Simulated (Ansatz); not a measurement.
Input and command of a plane-wave DFT calculation in Ansatz:

```yaml
crystal:
  lattice:
    - [4.0306963755, 0.0, 0.0]
    - [0.0, 4.0306963755, 0.0]
    - [0.0, 0.0, 4.0306963755]
  atoms:
    - { symbol: Zr, position: [0.0, 0.0, 0.0] }
    - { symbol: V, position: [0.5, 0.5, 0.5], spin: 2.0 }
    - { symbol: Os, position: [0.0, 0.5, 0.5] }
    - { symbol: Os, position: [0.5, 0.0, 0.5] }
    - { symbol: Os, position: [0.5, 0.5, 0.0] }
basis:
  ecutwfc: 500
kpoints:
  mp_grid: { grid: [4, 4, 4] }
hamiltonian:
  xc: r2scan
scf:
  occupations: { method: gaussian, width: 0.1 }
  lower_state_search: "off"
output:
  forces: true
  stress: true
  eigenvalues: true
  populations: true
magnetization:
  spin_polarized: true
```

```bash
ansatz run input.yaml --threads 1 --pin off --max-ram 2560MiB --backend cpu --events-out ev --progress --plain --runs-dir out
```

Processor: Arm Neoverse V2, 1 thread, on a host shared with other jobs.

Problem. Estimate time, memory and problem size.

Solution. About 25 s on 1 thread of Arm Neoverse V2, on a shared host, peak memory 0.5 GiB. It solves 45 bands at 10 k points (the mesh reduced by symmetry) with about 1743 plane waves, in 22 SCF iterations.
